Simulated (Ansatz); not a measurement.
**Cd3Hg2S5 (R3m) at 3 levels of theory**

One geometry, relaxed with PBE; plane waves with PAW potentials in Ansatz, scalar-relativistic. No spin polarisation. Gaps are the least over mesh and band path; pressure is positive in compression.

```xyz
10
Lattice="2.1053 1.2155 17.1696 -2.1053 1.2155 17.1696 0.0000 -2.4310 17.1696" Properties=species:S:1:pos:R:3 pbc="T T T"
Cd    0.0000    0.0000   51.4901
Cd    0.0000    0.0000   30.9086
Cd    0.0000    0.0000   10.3331
Hg    0.0000    0.0000   41.2227
Hg    0.0000    0.0000   20.5782
S     0.0000    0.0000   48.9193
S     0.0000    0.0000   28.3403
S     0.0000    0.0000    7.7644
S     0.0000    0.0000   38.6345
S     0.0000    0.0000   17.9847
```

```json
{"level": "PBE", "cutoff (eV)": "420", "k mesh": "12×12×12", "gap (eV)": "0.18", "pressure (GPa)": "0.0"}
```

Task: What comes out on the same cell with r2SCAN, LDA?

Result:
```
 level  cutoff (eV)    k mesh  gap (eV)  pressure (GPa)
r2SCAN          500  12×12×12      0.51            -1.5
   LDA          420  12×12×12         0            -4.9
```

Spin-orbit coupling matters for the bands of heavy elements and is left out. The smearing is narrow for a metal on this mesh.

The cell was found from a structure generator's guess, not taken from experiment.
